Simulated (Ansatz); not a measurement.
BeSe:
```
BeSe
1.0
    0.00000     2.56430     2.56430
    2.56430     0.00000     2.56430
    2.56430     2.56430     0.00000
Be Se
1 1
Direct
  0.00000   0.00000   0.00000
  0.75000   0.75000   0.75000
```

Relaxed with PBEsol. Special points in fractions of this cell's reciprocal vectors: Γ (0.000, 0.000, 0.000); X (0.500, 0.000, 0.500); U (0.625, 0.250, 0.625); K (0.375, 0.375, 0.750); L (0.500, 0.500, 0.500); W (0.500, 0.250, 0.750).

Problem. List the band energies nearest the valence-band maximum at these points for plane-wave PAW PBEsol (Ansatz code).

Solution. In eV from the valence-band maximum; about four levels below and three above (degenerate sets whole), none deeper than 8.9 eV; points with the same levels are listed once.

```json
[
 {"k": "Γ", "below": "0.00 0.00 0.00", "above": "4.29 4.99 4.99 4.99"},
 {"k": "X", "below": "-5.15 -2.70 -2.70", "above": "2.47 4.13 11.77 11.77"},
 {"k": "U", "below": "-4.71 -4.11 -2.26", "above": "3.63 6.77 9.73"},
 {"k": "L", "below": "-5.81 -1.09 -1.09", "above": "4.29 5.93 5.93"},
 {"k": "W", "below": "-4.45 -3.89 -3.37", "above": "6.03 7.10 7.30"}
]
```

Space group F-43m (zinc blende). The PBEsol relaxation kept the symmetry of its start. Scalar-relativistic: spin–orbit coupling is off unless named, which matters more the heavier the elements.

Potentials: the earlier of the program's two PAW sets. The files were generated under PBE; for other functionals the program regenerates the frozen cores, and for LDA and PBEsol the local potential too.
